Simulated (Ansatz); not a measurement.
**Surface calculation: rocksalt HfN (110), 3 layers**

The slab is cut from the rocksalt crystal, which needn't be the stable phase, as relaxed on PAW files (11.76 Å³/atom), with 16 Å of vacuum and a dipole correction:

```yaml
crystal:
  lattice:
    - [3.21572, 0.00000, 0.00000]
    - [0.00000, 4.54772, 0.00000]
    - [0.00000, 0.00000, 19.21570]
  atoms:
    - { symbol: Hf, position: [0.00000, 0.25000, 0.41633] }
    - { symbol: N, position: [0.00000, 0.75000, 0.41633] }
    - { symbol: Hf, position: [0.50000, 0.75000, 0.50000] }
    - { symbol: N, position: [0.50000, 0.25000, 0.50000] }
    - { symbol: Hf, position: [0.00000, 0.25000, 0.58367] }
    - { symbol: N, position: [0.00000, 0.75000, 0.58367] }
```

Level of theory: DFT with PBE, scalar-relativistic, in Ansatz 0.2.0; a Γ-centred 9×7×1 k mesh, Fermi–Dirac smearing of 0.02 eV, no spin polarisation. LAPW: all electrons, basis error target 1 meV/atom; PAW: frozen-core files, cutoff 420 eV.

The bulk energy comes from a cell in the slab's orientation on a 9×7×9 mesh. The surface energy is (E(slab) − N·E(bulk))/2A at zero smearing, the mean of both faces; thin slabs carry quantum-size effects.

Spin–orbit coupling is left out, which matters for the heavy atoms.

Problem. As cut, the LAPW slab lies 5.101 eV above 6 atoms of bulk. What surface energy is that?

Solution. Over two faces of 14.62 Å² it is 174.4 meV/Å², and times 16.02 J/m² per eV/Å² that gives γ = 2.794 J/m².

Problem. What do relaxation and the other method give, and what work function comes out?

Solution. 

```
method  γ as cut (J/m²)  γ relaxed (J/m²)  Φ as cut (eV)  Φ relaxed (eV)
  LAPW            2.794             2.727           3.76            3.73
   PAW            2.796             2.729           3.76            3.73
```

Problem. How do the spacings between the planes relax?

Solution. From the bottom face up: d12 -4.5 % of 1.608 Å, d23 -4.5 % of 1.608 Å.

Problem. A field of 0.2 V/Å is applied along the normal, atoms held. What follows?

Solution. LAPW finds an induced dipole of 0.1226 e·Å a cell (PAW 0.1227), that is 7.59 Å for 4πα over the area, against 3.07 Å between the outer atoms.

Problem. A core hole in the 4f shell of Hf is made on one Hf atom of each kind in every 1×1 cell (PAW hole dataset, neutral cell, valence without spin). What does it cost by layer?

Solution. layer 1 16.24 eV, layer 2 16.00 eV. Shifts between layers mean more than the absolute values, and a whole layer of holes screens otherwise than one hole.
